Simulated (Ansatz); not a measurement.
CdS (wurtzite)

```
CdS
1.0
    4.16433     0.00000     0.00000
   -2.08216     3.60641     0.00000
    0.00000     0.00000     6.76883
Cd S
2 2
Direct
  0.66667   0.33333   0.00098
  0.33333   0.66667   0.50098
  0.66667   0.33333   0.62422
  0.33333   0.66667   0.12422
```

The slice is a (0001) plane (indices of the conventional cell) through the point (0.333, 0.667, 0.124) (fractional), spanned by u = [110] and v = [1 -1 0] in vectors of this cell: u (4.16 Å) and v (7.21 Å, at 90° to u). It covers one period; positions are fractions (u, v).

Method: r2SCAN (plane waves to 500 eV, PAW, scalar-relativistic; Ansatz, a program for electronic structure). k mesh 9×9×5. These are valence fields of a PAW run, semicore shells included where kept as valence: close to a nucleus they are smooth pseudo fields. CdS was relaxed with its symmetry unable to fall. The PAW data are Ansatz's earlier set.

### Question
Sketch the density of the highest valence band (whole band, smooth part) on this plane as a map.

### Answer
```
|==##@@##--..          ..--##@@##|
|@@@@%%++--..          ..--++%%@@|
|####++--..              ..--++##|
|==--::....    ......    ....::--|
|......        ......        ....|
|                ..              |
|                                |
|                                |
|            ....::....          |
|        ....--======--....      |
|        ..--++##%%##++--..      |
|      ..::++%%@@@@@@%%++::..    |
|      ..--##@@##==##@@##--..    |
|      ..==##@@==  ==@@##==..    |
|      ..--##@@##==##@@##--..    |
|      ..--++%%@@@@@@%%++--..    |
|        ..--++######++--..      |
|....    ....::--==--::....    ..|
|....        ..........        ..|
|..                              |
|                                |
|                                |
|::....                      ....|
|====--....              ....--==|
|%%##++--..              ..--++##|
|@@@@%%++::..          ..::++%%@@|
|==##@@##--..          ..--##@@##|
|  ==@@##==..          ..==##@@==|
```
Scale: ten equal steps from 0.000 (start of ' ') to 0.136 (end of '@'), in the order ' .:-=+*#%@'. Values: density of the highest valence band (whole band, smooth part) in e/Å³. The map has 16 points along u (two characters each, u = 0 at the left) and 28 along v (v = 0 in the bottom row).
